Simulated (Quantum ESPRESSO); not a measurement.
## BSi2O5F (one run as intended and one with a planted mistake)

Computed values, not a measurement. The program is pw.x of Quantum ESPRESSO 7.5 (plane-wave density functional theory). The cell is made up: 9 atoms on a quartz lattice, with randomly drawn elements, strain and displacements, not relaxed. PseudoDojo standard norm-conserving files (v0.5 for PBE, v0.4.1 for LDA and PBEsol) set the functional; there is no spin polarisation, spin-orbit coupling or dispersion term, and the masses in the input are unused placeholders.

Intended input:

```
&control calculation='scf', pseudo_dir='./dojo.nc.sr.pbe.v0_5.standard.upf', outdir='./o', disk_io='medium', tprnfor=.true., tstress=.true. /
&system ibrav=0, nat=9, ntyp=4, nbnd=30, ecutwfc=84.00895049, nosym=.true., tot_charge=0,
 occupations='smearing', smearing='fd', degauss=0.0018374661
/
&electrons conv_thr=7.350e-09, electron_maxstep=60, /
ATOMIC_SPECIES
B 1.0 B.upf
F 1.0 F.upf
O 1.0 O.upf
Si 1.0 Si.upf
CELL_PARAMETERS angstrom
4.8436 -0.0044 0.0249
-2.4256 4.1899 -0.0201
0.0273 -0.0097 5.334
ATOMIC_POSITIONS angstrom
B 2.3487 0.0479 3.5292
Si -1.1371 1.9723 1.8373
Si 1.2205 2.1503 0.0027
O 1.2937 1.2279 4.2934
F 3.1927 0.3943 2.5164
O 2.6905 2.6924 0.5982
O 0.3709 1.8938 1.0689
O -1.0617 2.9246 2.9085
O 0.7506 3.3096 4.5226
K_POINTS automatic
5 5 4 1 1 1
```

The log is shortened where brackets say so; the opening notice, blank lines, dates and the lines on written files are dropped, and the path of the files is cut. It prints rydbergs, bohrs and kilobars, and counts compression as positive stress. Where no state is partly filled, the Fermi energy that it prints is only some level between the filled and the empty states on the mesh, and need not lie in the true gap.

Log of the intended run:

```
     Program PWSCF v.7.5
     Parallel version (MPI & OpenMP), running on       1 processor cores
     Number of MPI processes:                 1
     Threads/MPI process:                     1
     [start-up lines left out]
     bravais-lattice index     =            0
     lattice parameter (alat)  =       9.1532  a.u.
     unit-cell volume          =     730.0964 (a.u.)^3
     number of atoms/cell      =            9
     number of atomic types    =            4
     number of electrons       =        48.00
     number of Kohn-Sham states=           30
     kinetic-energy cutoff     =      84.0090  Ry
     charge density cutoff     =     336.0358  Ry
     scf convergence threshold =      7.3E-09
     mixing beta               =       0.7000
     number of iterations used =            8  plain     mixing
     Exchange-correlation= PBE
                           (   1   4   3   4   0   0   0)
     [axes and pseudopotential details left out]
   Cartesian axes
     site n.     atom                  positions (alat units)
         1        B      tau(   1) = (   0.4849013   0.0098892   0.7286217  )
         2        Si     tau(   2) = (  -0.2347602   0.4071916   0.3793201  )
         3        Si     tau(   3) = (   0.2519786   0.4439406   0.0005574  )
         4        O      tau(   4) = (   0.2670911   0.2535063   0.8863947  )
         5        F      tau(   5) = (   0.6591495   0.0814053   0.5195238  )
         6        O      tau(   6) = (   0.5554677   0.5558600   0.1235015  )
         7        O      tau(   7) = (   0.0765742   0.3909848   0.2206800  )
         8        O      tau(   8) = (  -0.2191935   0.6037989   0.6004749  )
         9        O      tau(   9) = (   0.1549653   0.6832841   0.9337143  )
     number of k points=    50  Fermi-Dirac smearing, width (Ry)=  0.0018
                       cart. coord. in units 2pi/alat
        k(    1) = (   0.0995767   0.1737935   0.1133156), wk =   0.0400000
        k(    2) = (   0.0984100   0.1742072   0.3403408), wk =   0.0400000
     [further k points left out]
     Dense  grid:    76039 G-vectors     FFT dimensions: (  54,  54,  60)
     Estimated max dynamical RAM per process >      96.10 MB
     Initial potential from superposition of free atoms
     starting charge      47.9985, renormalised to      48.0000
     Starting wfcs are   36 randomized atomic wfcs
     total cpu time spent up to now is       10.0 secs
     per-process dynamical memory:    73.4 Mb
     Self-consistent Calculation
     iteration #  1     ecut=    84.01 Ry     beta= 0.70
     Davidson diagonalization with overlap
     ethr =  1.00E-02,  avg # of iterations =  3.0
     total cpu time spent up to now is       29.9 secs
     total energy              =    -236.43083145 Ry
     estimated scf accuracy    <       2.76436050 Ry
     iteration #  2     ecut=    84.01 Ry     beta= 0.70
     Davidson diagonalization with overlap
     ethr =  5.76E-03,  avg # of iterations =  2.0
     total cpu time spent up to now is       48.4 secs
     total energy              =    -236.91202107 Ry
     estimated scf accuracy    <       3.05821679 Ry
     [iterations 3 to 10 left out]
     iteration # 11     ecut=    84.01 Ry     beta= 0.70
     Davidson diagonalization with overlap
     ethr =  1.41E-10,  avg # of iterations =  2.0
     total cpu time spent up to now is      217.4 secs
     total energy              =    -237.60121098 Ry
     estimated scf accuracy    <       0.00000001 Ry
     iteration # 12     ecut=    84.01 Ry     beta= 0.70
     Davidson diagonalization with overlap
     ethr =  2.19E-11,  avg # of iterations =  2.8
     total cpu time spent up to now is      234.7 secs
     End of self-consistent calculation
     [lines on levels left out]
     the Fermi energy is     5.5207 ev
!    total energy              =    -237.60121098 Ry
     estimated scf accuracy    <          1.5E-09 Ry
     smearing contrib. (-TS)   =       0.00000000 Ry
     internal energy E=F+TS    =    -237.60121098 Ry
     The total energy is F=E-TS. E is the sum of the following terms:
     one-electron contribution =    -118.09586933 Ry
     hartree contribution      =      84.73262827 Ry
     xc contribution           =     -62.43765179 Ry
     ewald contribution        =    -141.80031813 Ry
     convergence has been achieved in  12 iterations
     Forces acting on atoms (cartesian axes, Ry/au):
     atom    1 type  1   force =    -0.12804570   -0.20059961    0.29113112
     atom    2 type  4   force =     0.01213558   -0.02128256   -0.37811827
     atom    3 type  4   force =     0.36965675    0.37971009   -0.00131030
     atom    4 type  3   force =     0.18395354   -0.60002999   -0.54188675
     atom    5 type  2   force =     0.04073025    0.04915769   -0.07972357
     atom    6 type  3   force =     0.06597880   -0.11313051    0.10538285
     atom    7 type  3   force =    -0.43442662   -0.17088610    0.52281996
     atom    8 type  3   force =     0.04908532    0.28640981    0.27432867
     atom    9 type  3   force =    -0.15906792    0.39065118   -0.19262371
     Total force =     1.469006     Total SCF correction =     0.000052
     Computing stress (Cartesian axis) and pressure
          total   stress  (Ry/bohr**3)                   (kbar)     P=      207.59
   0.00015314   0.00048953  -0.00113356           22.53       72.01     -166.75
   0.00048953   0.00123543   0.00108116           72.01      181.74      159.04
  -0.00113356   0.00108116   0.00284495         -166.75      159.04      418.51
     init_run     :      9.71s CPU      9.91s WALL (       1 calls)
     electrons    :    214.84s CPU    224.72s WALL (       1 calls)
     forces       :      3.04s CPU      3.09s WALL (       1 calls)
     stress       :     11.66s CPU     11.72s WALL (       1 calls)
     [timing details left out]
     PWSCF        :   3m59.45s CPU   4m 9.85s WALL
     JOB DONE.
```

A second run has one planted mistake: the smearing is too wide. The input lines that differ, file-writing options aside:

```
- &system ibrav=0, nat=9, ntyp=4, nbnd=30, ecutwfc=84.00895049, nosym=.true., tot_charge=0,
+ &system ibrav=0, nat=9, ntyp=4, nbnd=48, ecutwfc=84.00895049, nosym=.true., tot_charge=0,
-  occupations='smearing', smearing='fd', degauss=0.0018374661
+  occupations='smearing', smearing='fd', degauss=0.0440991866
```

Its log:

```
     Program PWSCF v.7.5
     Parallel version (MPI & OpenMP), running on       1 processor cores
     Number of MPI processes:                 1
     Threads/MPI process:                     1
     [start-up lines left out]
     bravais-lattice index     =            0
     lattice parameter (alat)  =       9.1532  a.u.
     unit-cell volume          =     730.0964 (a.u.)^3
     number of atoms/cell      =            9
     number of atomic types    =            4
     number of electrons       =        48.00
     number of Kohn-Sham states=           48
     kinetic-energy cutoff     =      84.0090  Ry
     charge density cutoff     =     336.0358  Ry
     scf convergence threshold =      7.3E-09
     mixing beta               =       0.7000
     number of iterations used =            8  plain     mixing
     Exchange-correlation= PBE
                           (   1   4   3   4   0   0   0)
     [axes and pseudopotential details left out]
   Cartesian axes
     site n.     atom                  positions (alat units)
         1        B      tau(   1) = (   0.4849013   0.0098892   0.7286217  )
         2        Si     tau(   2) = (  -0.2347602   0.4071916   0.3793201  )
         3        Si     tau(   3) = (   0.2519786   0.4439406   0.0005574  )
         4        O      tau(   4) = (   0.2670911   0.2535063   0.8863947  )
         5        F      tau(   5) = (   0.6591495   0.0814053   0.5195238  )
         6        O      tau(   6) = (   0.5554677   0.5558600   0.1235015  )
         7        O      tau(   7) = (   0.0765742   0.3909848   0.2206800  )
         8        O      tau(   8) = (  -0.2191935   0.6037989   0.6004749  )
         9        O      tau(   9) = (   0.1549653   0.6832841   0.9337143  )
     number of k points=    50  Fermi-Dirac smearing, width (Ry)=  0.0441
                       cart. coord. in units 2pi/alat
        k(    1) = (   0.0995767   0.1737935   0.1133156), wk =   0.0400000
        k(    2) = (   0.0984100   0.1742072   0.3403408), wk =   0.0400000
     [further k points left out]
     Dense  grid:    76039 G-vectors     FFT dimensions: (  54,  54,  60)
     Estimated max dynamical RAM per process >     109.43 MB
     Initial potential from superposition of free atoms
     starting charge      47.9985, renormalised to      48.0000
     Starting wfcs are   36 randomized atomic wfcs +   12 random wfcs
     total cpu time spent up to now is        8.2 secs
     per-process dynamical memory:    82.3 Mb
     Self-consistent Calculation
     iteration #  1     ecut=    84.01 Ry     beta= 0.70
     Davidson diagonalization with overlap
     ethr =  1.00E-02,  avg # of iterations =  6.3
     total cpu time spent up to now is       50.8 secs
     total energy              =    -236.47497338 Ry
     estimated scf accuracy    <       2.72590433 Ry
     iteration #  2     ecut=    84.01 Ry     beta= 0.70
     Davidson diagonalization with overlap
     ethr =  5.68E-03,  avg # of iterations =  2.0
     total cpu time spent up to now is       85.8 secs
     total energy              =    -236.67641923 Ry
     estimated scf accuracy    <       3.83477718 Ry
     [iterations 3 to 10 left out]
     iteration # 11     ecut=    84.01 Ry     beta= 0.70
     Davidson diagonalization with overlap
     ethr =  2.69E-10,  avg # of iterations =  2.0
     total cpu time spent up to now is      359.7 secs
     total energy              =    -237.60958659 Ry
     estimated scf accuracy    <       0.00000001 Ry
     iteration # 12     ecut=    84.01 Ry     beta= 0.70
     Davidson diagonalization with overlap
     ethr =  2.37E-11,  avg # of iterations =  2.0
     total cpu time spent up to now is      386.4 secs
     End of self-consistent calculation
     [lines on levels left out]
     the Fermi energy is     5.4528 ev
!    total energy              =    -237.60958660 Ry
     estimated scf accuracy    <          1.7E-09 Ry
     smearing contrib. (-TS)   =      -0.03654144 Ry
     internal energy E=F+TS    =    -237.57304516 Ry
     The total energy is F=E-TS. E is the sum of the following terms:
     one-electron contribution =    -118.03442564 Ry
     hartree contribution      =      84.69183900 Ry
     xc contribution           =     -62.43014039 Ry
     ewald contribution        =    -141.80031813 Ry
     convergence has been achieved in  12 iterations
     Forces acting on atoms (cartesian axes, Ry/au):
     atom    1 type  1   force =    -0.12866491   -0.19724871    0.27709340
     atom    2 type  4   force =     0.00984602   -0.02650455   -0.37998463
     atom    3 type  4   force =     0.37356519    0.37568887    0.01243799
     atom    4 type  3   force =     0.18122391   -0.59540260   -0.53958697
     atom    5 type  2   force =     0.03630491    0.03570639   -0.06885453
     atom    6 type  3   force =     0.06187138   -0.10502091    0.09717449
     atom    7 type  3   force =    -0.42653482   -0.16565723    0.51603154
     atom    8 type  3   force =     0.05105347    0.29169804    0.27901217
     atom    9 type  3   force =    -0.15866516    0.38674072   -0.19332347
     Total force =     1.456617     Total SCF correction =     0.000064
     Computing stress (Cartesian axis) and pressure
          total   stress  (Ry/bohr**3)                   (kbar)     P=      218.49
   0.00019582   0.00049136  -0.00113966           28.81       72.28     -167.65
   0.00049136   0.00133520   0.00102968           72.28      196.41      151.47
  -0.00113966   0.00102968   0.00292468         -167.65      151.47      430.24
     init_run     :      7.91s CPU      8.14s WALL (       1 calls)
     electrons    :    362.29s CPU    378.18s WALL (       1 calls)
     forces       :      5.02s CPU      5.12s WALL (       1 calls)
     stress       :     22.39s CPU     22.51s WALL (       1 calls)
     [timing details left out]
     PWSCF        :   6m37.79s CPU   6m54.35s WALL
     JOB DONE.
```

|  | intended run | run with the mistake |
| --- | --- | --- |
| free energy (eV) | -3232.729 | -3232.843 |
| smearing term -TS (eV) | 0.0000 | -0.4972 |
| pressure (GPa) | 20.76 | 21.85 |
| largest force component (eV/Å) | 15.427 | 15.308 |
| largest change of a force component (eV/Å) |  | 0.361 |
| iterations | 12 | 12 |

For scale, a rerun of the intended cell at 1437 eV and a 7 x 7 x 6 mesh moved values by no more than 0.002 eV in energy, 0.03 GPa in stress and 0.003 eV/Å in force. The number of bands, nbnd, was set by rule from the electron count and the smearing, so it follows the mistake.